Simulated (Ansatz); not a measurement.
A relaxation computed with Ansatz, from input to last step.

```yaml
crystal:
  lattice:
    - [4.0, 0.0, 0.0]
    - [0.0, 4.0, 0.0]
    - [0.0, 0.0, 4.0]
  atoms:
    - { symbol: K, position: [0.0, 0.0, 0.0] }
    - { symbol: Ni, position: [0.5, 0.5, 0.5], spin: 1.84 }
    - { symbol: F, position: [0.5, 0.5, 0.0] }
    - { symbol: F, position: [0.0, 0.5, 0.5] }
    - { symbol: F, position: [0.5, 0.0, 0.5] }
basis:
  ecutwfc: 420
kpoints:
  mp_grid: { grid: [10, 10, 10] }
hamiltonian:
  xc: pbesol
scf:
  occupations: { method: gaussian, width: 0.02 }
output:
  forces: true
  stress: true
  eigenvalues: true
  populations: true
magnetization:
  spin_polarized: true
relax:
  adjacent_minimum: "off"
  f_tol: 0.005
  max_steps: 80
  cell: { stress_tol: 0.05 }
```

```bash
ansatz run input.yaml --threads 1 --pin off --max-ram 2560MiB --backend cpu --events-out ev --progress --plain --runs-dir out
```

Theory: DFT PBEsol, scalar-relativistic, plane waves, PAW in Ansatz 0.2.0.

Of 3 frames 3 are shown, positions in Å and forces in eV/Å; the SCF threshold varies from step to step. Steps run on the plane waves of an earlier cell, with a Pulay correction in the pressure. The basis is chosen afresh for the last frame, the zero of the energies, and at times for earlier ones too; energy and pressure step there, also at an unchanged geometry.

```xyz
5
Lattice="4.0000 0.0000 0.0000 0.0000 4.0000 0.0000 0.0000 0.0000 4.0000" Properties=species:S:1:pos:R:3:forces:R:3 pbc="T T T" step=1 free_energy_over_end_meV_per_atom=0.03 pressure_GPa=0.08
K     0.0000    0.0000    0.0000    0.0000    0.0000    0.0000
Ni    2.0000    2.0000    2.0000    0.0000    0.0000    0.0000
F     2.0000    2.0000    0.0000    0.0000    0.0000    0.0000
F     0.0000    2.0000    2.0000    0.0000    0.0000    0.0000
F     2.0000    0.0000    2.0000    0.0000    0.0000    0.0000
5
Lattice="4.0007 0.0000 0.0000 0.0000 4.0007 0.0000 0.0000 0.0000 4.0007" Properties=species:S:1:pos:R:3:forces:R:3 pbc="T T T" step=2 free_energy_over_end_meV_per_atom=0.05 pressure_GPa=0.04
K     0.0000    0.0000    0.0000    0.0000    0.0000    0.0000
Ni    2.0003    2.0003    2.0003    0.0000    0.0000    0.0000
F     2.0003    2.0003    0.0000    0.0000    0.0000    0.0000
F     0.0000    2.0003    2.0003    0.0000    0.0000    0.0000
F     2.0003    0.0000    2.0003    0.0000    0.0000    0.0000
5
Lattice="4.0007 0.0000 0.0000 0.0000 4.0007 0.0000 0.0000 0.0000 4.0007" Properties=species:S:1:pos:R:3:forces:R:3 pbc="T T T" step=3 free_energy_over_end_meV_per_atom=0.00 pressure_GPa=0.04
K     0.0000    0.0000    0.0000    0.0000    0.0000    0.0000
Ni    2.0003    2.0003    2.0003    0.0000    0.0000    0.0000
F     2.0003    2.0003    0.0000    0.0000    0.0000    0.0000
F     0.0000    2.0003    2.0003    0.0000    0.0000    0.0000
F     2.0003    0.0000    2.0003    0.0000    0.0000    0.0000
```

It took 55 s on 1 thread of Arm Neoverse V2, on a shared host, peak memory 0.45 GiB.

The cell holds one magnetic atom, so it can only be ferromagnetic; an antiferromagnetic order may lie lower.